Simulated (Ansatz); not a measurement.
An Ansatz (an electronic-structure program) run. Input:

Ansatz 0.2 input:
```yaml
crystal:
  lattice:
    - [4.1910535488, 0.0, 0.0]
    - [-2.0955267744, 3.6295588419, 0.0]
    - [0.0, 0.0, 6.8865014636]
  atoms:
    - { symbol: Sr, position: [0.3333333333, 0.6666666667, 0.25] }
    - { symbol: Sr, position: [0.6666666667, 0.3333333333, 0.75] }
kpoints:
  mp_grid: { grid: [8, 8, 5] }
  band_path:
    path:
      - [[0.0, 0.0, 0.0], [0.5, 0.0, 0.0], [0.3333333333, 0.3333333333, 0.0], [0.0, 0.0, 0.0], [0.0, 0.0, 0.5], [0.5, 0.0, 0.5], [0.3333333333, 0.3333333333, 0.5], [0.0, 0.0, 0.5]]  # Γ-M-K-Γ-A-L-H-A
      - [[0.5, 0.0, 0.5], [0.5, 0.0, 0.0]]  # L-M
      - [[0.3333333333, 0.3333333333, 0.5], [0.3333333333, 0.3333333333, 0.0]]  # H-K
    npoints: 8
basis: { xc_grid: 2 }
hamiltonian:
  xc: pbesol
  pseudopotentials: { kind: paw }
magnetization: { noncollinear: true, spin_orbit: true }
scf:
  n_extra_bands: 12
  convergence: { dr2_threshold: 0.0000000001 }
  occupations: { method: gaussian, width: 0.05 }
output: { eigenvalues: true }
```

Output (shortened):

```
Pseudopotential: Sr, paw_fr, valence charge 10
Functional definition: PBEsol
non-collinear run that drives no moment, with spin-orbit …
Crystal: 2 atoms, lattice volume = 104.755 Å³
Basis set: ecut = 420 eV, 2033 PW (Γ), exchange–correlation on 60×60×96 points (8 copies of the dense FFT grid, shifted against one another)
Bands: 32, of which v1, the nominal top of the filled ones, is band 20 counted from 1 (19 counted from 0)
Symmetry: 24 space group operations + 24 with time reversal
k-points: 30 of 320
Projection manifold: j_resolved (fully-relativistic pseudo-atomic orbitals)
SCF iter   1: F=—  HF=-6985.613253 eV  |F-HF|=—  |Δ(HF+E_count)|=         —  Δρ=4.68e-3  dr2=3.30e-2  dr2_m=0.00e0 (ungated)  ethr=3.10e-3  |M|=0.00e0 ∫|m|=0.00e0 μB  |m|>n=0.0e0 m-floor=0.0e0 τ_xc=0.0e0  β_m=0.30  ⟨swp⟩=11.8  Hψ=3259  notcnv=0  defer=8
preconditioner: auto → Kerker (q_TF=auto, 2.070 Å⁻¹)
spin=Noncollinear: Kerker preconditioning applied to the charge; magnetization (m_x, m_y, m_z) channels mix plain (no charge-response kernel on spin).
SCF iter   2: F=—  HF=-6985.617246 eV  |F-HF|=—  |Δ(HF+E_count)|=   3.99e-3  Δρ=3.72e-3  dr2=2.19e-2  dr2_m=0.00e0 (ungated)  ethr=1.65e-4  |M|=0.00e0 ∫|m|=0.00e0 μB  |m|>n=0.0e0 m-floor=0.0e0 τ_xc=0.0e0  β_m=0.56  ⟨swp⟩=1.8  Hψ=679  notcnv=0  defer=54
SCF iter   3: F=—  HF=-6985.618909 eV  |F-HF|=—  |Δ(HF+E_count)|=   1.66e-3  Δρ=9.13e-4  dr2=2.04e-3  dr2_m=0.00e0 (ungated)  ethr=1.09e-4  |M|=0.00e0 ∫|m|=0.00e0 μB  |m|>n=0.0e0 m-floor=0.0e0 τ_xc=0.0e0  β_m=0.82  ⟨swp⟩=2.3  Hψ=520  notcnv=0  defer=54
SCF iter   4: F=—  HF=-6985.618635 eV  |F-HF|=—  |Δ(HF+E_count)|=   2.74e-4  Δρ=2.66e-4  dr2=5.06e-5  dr2_m=0.00e0 (ungated)  ethr=1.02e-5  |M|=0.00e0 ∫|m|=0.00e0 μB  |m|>n=0.0e0 m-floor=0.0e0 τ_xc=0.0e0  β_m=0.91  ⟨swp⟩=2.3  Hψ=558  notcnv=0  defer=54
SCF iter   5: F=—  HF=-6985.618633 eV  |F-HF|=—  |Δ(HF+E_count)|=   2.71e-6  Δρ=3.38e-5  dr2=1.29e-6  dr2_m=0.00e0 (ungated)  ethr=2.53e-7  |M|=0.00e0 ∫|m|=0.00e0 μB  |m|>n=0.0e0 m-floor=0.0e0 τ_xc=0.0e0  β_m=0.96  ⟨swp⟩=3.0  Hψ=683  notcnv=0  defer=54
SCF iter   6: F=—  HF=-6985.618499 eV  |F-HF|=—  |Δ(HF+E_count)|=   1.33e-4  Δρ=1.46e-5  dr2=2.42e-7  dr2_m=0.00e0 (ungated)  ethr=6.46e-9  |M|=0.00e0 ∫|m|=0.00e0 μB  |m|>n=0.0e0 m-floor=0.0e0 τ_xc=0.0e0  β_m=0.98  ⟨swp⟩=2.5  Hψ=718  notcnv=0  defer=54
SCF iter   7: F=—  HF=-6985.618499 eV  |F-HF|=—  |Δ(HF+E_count)|=   4.64e-8  Δρ=4.27e-6  dr2=2.25e-8  dr2_m=0.00e0 (ungated)  ethr=1.21e-9  |M|=0.00e0 ∫|m|=0.00e0 μB  |m|>n=0.0e0 m-floor=0.0e0 τ_xc=0.0e0  β_m=0.99  ⟨swp⟩=2.4  Hψ=566  notcnv=0  defer=54
SCF iter   8: F=—  HF=-6985.618499 eV  |F-HF|=—  |Δ(HF+E_count)|=   4.08e-9  Δρ=6.43e-7  dr2=5.21e-10  dr2_m=0.00e0 (ungated)  ethr=1.12e-10  |M|=0.00e0 ∫|m|=0.00e0 μB  |m|>n=0.0e0 m-floor=0.0e0 τ_xc=0.0e0  β_m=0.99  ⟨swp⟩=2.6  Hψ=666  notcnv=0  defer=54
SCF iter   9: F=-6985.618499 eV  HF=-6985.618499 eV  |F-HF|=3.64e-12  |Δ(HF+E_count)|=  2.20e-10  Δρ=8.72e-8  dr2=1.06e-11  dr2_m=0.00e0 (ungated)  ethr=1.00e-12  |M|=0.00e0 ∫|m|=0.00e0 μB  |m|>n=0.0e0 m-floor=0.0e0 τ_xc=0.0e0  ⟨swp⟩=11.2  Hψ=2271  notcnv=0
SCF 1 converged in 9 iterations: F = -6985.618499 eV  dr2 = 1.06e-11
NSCF: frozen V_eff on 75 k-points
SCF converged after 9 iterations
Magnetization: |M| = 0.0000 μB,  M = (+0.0000, +0.0000, +0.0000) μB
Absolute magnetization: 0.0000 μB (∫|m|)
  site 0: m = (+0.0000, +0.0000, +0.0000) μB, |m| = 0.0000 μB  (R = 1.73 Å)
  site 1: m = (+0.0000, +0.0000, +0.0000) μB, |m| = 0.0000 μB  (R = 1.73 Å)
Free energy (F): -6985.618499 eV
Harris-Foulkes:  -6985.618499 eV  (|F-HF|=3.64e-12)
Internal energy: -6985.614328 eV  (E = F + TS)
E sigma→0 (E₀):  -6985.616414 eV
Entropy (-TS):   -0.004171 eV (-2.086 meV/atom)
Fermi energy:    5.355079 eV
--- Per-component energies (eV) ---
  E_band       = -265.250372
  E_kinetic    = 483.384810
  E_local      = -1517.747917  (includes V_loc(G=0)·N_el)
  E_nonlocal   = 408.791049
  E_hartree    = 380.664798
  E_xc         = -339.052118
  E_vxc        = -317.407948  (∫ρ·V_xc dr)
  E_paw        = -5290.386160  (= ΣΔE_a)
  E_vpaw       = -83.600038  (= ΣTr[D̂ρ^β])
  E_aug_tail   = -0.000003  (compensation charges beyond the density's cutoff)
  E_ewald      = -1111.538493
  E_core_change = 0.269706  (= ΣΔE_core)
  E_smearing   = -0.004171  (= −TS)
  E_closure    = 0.000000  (closes the sum)
  Σ components = -6985.618499   (vs F -6985.618499, Δ=0.00e0)
  [band-id]    e_kinetic+e_local+e_nonlocal+2·e_hartree+e_vxc+e_vpaw+e_augmentation_tail = -265.250452   (vs E_band -265.250372, Δ=-8.00e-5)
--- Band table (eV; the first three rows and the last of 30) ---
  k-point 0: bands = ["-31.0885", "-31.0885", "-31.0712", "-31.0712", "-13.8784", "-13.8784", "-13.7847", "-13.7847", "-12.7813", "-12.7813", "-12.6466", "-12.6466", "-12.6136", "-12.6136", "-12.6118", "-12.6118", "1.5900", "1.5900", "4.1357", "4.1357", …
  k-point 1: bands = ["-31.0868", "-31.0868", "-31.0728", "-31.0728", "-13.8690", "-13.8690", "-13.7932", "-13.7932", "-12.7663", "-12.7663", "-12.6434", "-12.6434", "-12.6292", "-12.6292", "-12.6168", "-12.6168", "1.7571", "1.7571", "3.7063", "3.7063", …
  k-point 2: bands = ["-31.0825", "-31.0825", "-31.0772", "-31.0772", "-13.8448", "-13.8448", "-13.8158", "-13.8158", "-12.7259", "-12.7259", "-12.6735", "-12.6735", "-12.6352", "-12.6352", "-12.6250", "-12.6250", "2.2330", "2.2330", "2.9374", "2.9374", …
  k-point 29: bands = ["-31.0667", "-31.0667", "-31.0660", "-31.0660", "-13.8982", "-13.8982", "-13.8941", "-13.8941", "-12.8035", "-12.8035", "-12.7687", "-12.7687", "-12.7162", "-12.7162", "-12.6834", "-12.6834", "5.0470", "5.0470", "5.1414", "5.1414", …
```

Cost: very roughly 30 core-seconds on shared cores.

Space group P6_3/mmc (hcp (Mg type)). The workflow started from a Materials Project entry (that database holds measured and hypothetical structures alike); the Crystallography Open Database files this formula in space group No. 194, but the cells were not matched. It is not the phase usual at ambient conditions (space group No. 225). Symmetry was held in the PBEsol relaxation; of distortions, only those at the zone centre were tested.

Potentials: the later of the program's two PAW sets.

Ansatz is a plane-wave DFT program.
